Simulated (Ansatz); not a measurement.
Theory: DFT PBE, scalar-relativistic, plane waves, PAW (Ansatz). All cells share a 420 eV cutoff and Γ-centred k meshes spaced at most about 0.3 Å⁻¹ (about 0.25 or finer for metals, 2π included). No spin polarisation in the final relaxations.

All energies are static (0 K, no zero-point motion).

Two relaxed structures of Al2P3:

A.

```xyz
5
Lattice="4.6559 0.0000 0.0000 0.0000 4.6559 0.0000 0.0000 0.0000 4.7692" Properties=species:S:1:pos:R:3 pbc="T T T"
Al    2.3279    0.0000    0.0000
Al    0.0000    2.3279    0.0000
P     2.3279    0.0000    2.3846
P     0.0000    2.3279    2.3846
P     0.0000    0.0000    0.0000
```

B.

```xyz
5
Lattice="4.5994 0.0000 0.0000 -2.2997 3.9832 0.0000 0.0000 0.0000 6.6788" Properties=species:S:1:pos:R:3 pbc="T T T"
Al    0.0000    2.6555    0.0000
Al    2.2997    1.3277    0.0000
P     0.0000    0.0000    2.3118
P     0.0000    0.0000    4.3671
P     0.0000    0.0000    0.0000
```

Problem. Which would you expect to be lower, and how large is the difference?

Solution. A is lower, by 119 meV/atom. A has space group P4/mmm (No. 123), 20.7 Å³/atom and no gap on its mesh; B has space group P6/mmm (No. 191), 24.5 Å³/atom and no gap. Counting P atoms around Al (those within 1.25 times the shortest such distance or 1.15 times the sum of covalent radii, 1.27 where that leaves under three), A has Al 4 and B has Al 3. B holds P–P chains (shortest 2.06 Å); in A the shortest P–P distance is 3.29 Å. The denser one is the lower, and pressure would at first widen the difference. Even the lower one lies +0.57 eV/atom against the reference forms of the elements (uncorrected), so neither is stable at this level. In A, Al is surrounded by 4 P at 2.33–2.38 Å; P on a site of symmetry mmm is surrounded by 2 Al at 2.38 Å; around P on a site of symmetry 4/mmm lie 4 Al at 2.33 Å. In B, Al is surrounded by 3 Al at 2.66 Å and 3 P at 2.66 Å; P on a site of symmetry 6mm has 1 P at 2.06 Å and 1 P at 2.31 Å; P on a site of symmetry 6/mmm is surrounded by 2 P at 2.31 Å and 6 Al at 2.66 Å. Both come from invented guesses. A third cell relaxed alike, in Pmmn, lies 0.75 eV/atom below the lower of the two.

In P4/mmm, P6/mmm an odd number of electrons in the primitive cell allows no gap without spin; a larger cell or a magnetic state could open one. A magnetic state wasn't ruled out in cells without spin, among them P4/mmm, P6/mmm. Cells relaxed within their symmetry can be saddle points.
